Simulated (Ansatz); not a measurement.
Relaxed-ion elastic tensor of FeCo (CsCl type, Pm-3m) in GPa (Voigt order), PBEsol in the plane-wave PAW code Ansatz; density 8.68 g/cm³, 10.98 Å³ per atom.

```csv
,1,2,3,4,5,6
1,293,181,181,0.0,0.0,0.0
2,181,293,181,0.0,0.0,0.0
3,181,181,293,0.0,0.0,0.0
4,0.0,0.0,0.0,148,0.0,0.0
5,0.0,0.0,0.0,0.0,148,0.0
6,0.0,0.0,0.0,0.0,0.0,148
```

Q: Is the crystal mechanically stable?

A: Yes: the smallest eigenvalue of C is 112 GPa.

Q: Work out the Voigt, Reuss and Hill averages.

A: K_V = 218, K_R = 218, K_H = 218; G_V = 111, G_R = 89.5, G_H = 100 GPa.

Q: Give Young's modulus, Poisson's ratio, Pugh's ratio and the universal anisotropy index.

A: E = 9KG/(3K + G) = 261 GPa; ν = 0.30; K/G = 2.17 (ductile by the Pugh limit of 1.75); A_U = 5G_V/G_R + K_V/K_R − 6 = 1.22.

Q: Estimate the sound speeds and the Debye temperature.

A: v_l = √((K + 4G/3)/ρ) = 6370 m/s, v_t = √(G/ρ) = 3400 m/s, mean 3800 m/s; Θ = (h/k)(3n/4πV)^(1/3) v_m = 509 K.

Q: Give the Zener ratio and Young's modulus along [100], [110] and [111].

A: A = 2C44/(C11 − C12) = 2.64; 1/E = S11 − 2(S11 − S12 − S44/2)Γ with Γ = 0, 1/4, 1/3 gives 155, 272, 363 GPa.

Symmetry was held in the PBEsol relaxation. The final state is ferromagnetic, chosen from 5 collinear starts compared on coarse meshes (ties went to the first, and starts can fall back to one state), not a proven ground state. Textbook magnetic order: ferromagnetic. As this level gives no gap, shear constants depend on the k-mesh and smearing (Fermi–Dirac, 0.1 eV here).

Potentials: the earlier of the program's two PAW sets.
